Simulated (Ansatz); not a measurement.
Ti$_{2}$O (anti-CdI2 type, P-3m1) at seven volumes, r²SCAN (plane waves, PAW; program Ansatz), shape and atoms relaxed at each. One row is withheld.

| V (Å³/atom) | P (GPa) |
|---|---|
| 11.015 | 22.67 |
| 11.378 | ? |
| 11.742 | 6.41 |
| 12.105 | 0.00 |
| 12.468 | -5.49 |
| 12.831 | -10.18 |
| 13.194 | -14.20 |

Q: Fit the shown pressures and predict the withheld one.

A: P = (3/2)B₀(x^(7/2) − x^(5/2))[1 + (3/4)(B′ − 4)(x − 1)] with x = (V₀/V)^(2/3). Least squares on the six rows gives V₀ = 12.105 Å³/atom, B₀ = 197 GPa, B′ = 4.17. At V = 11.378, x = 1.0422 and P = 13.89 GPa. The run itself gave 13.91 GPa.

The workflow started from an entry of the Crystallography Open Database (COD). Whether it is the stable phase at ambient conditions was not checked. The r²SCAN relaxation kept the symmetry of its start; its stability against distortions is not shown here. No spin polarisation was allowed.

Potentials: the later of the program's two PAW sets.
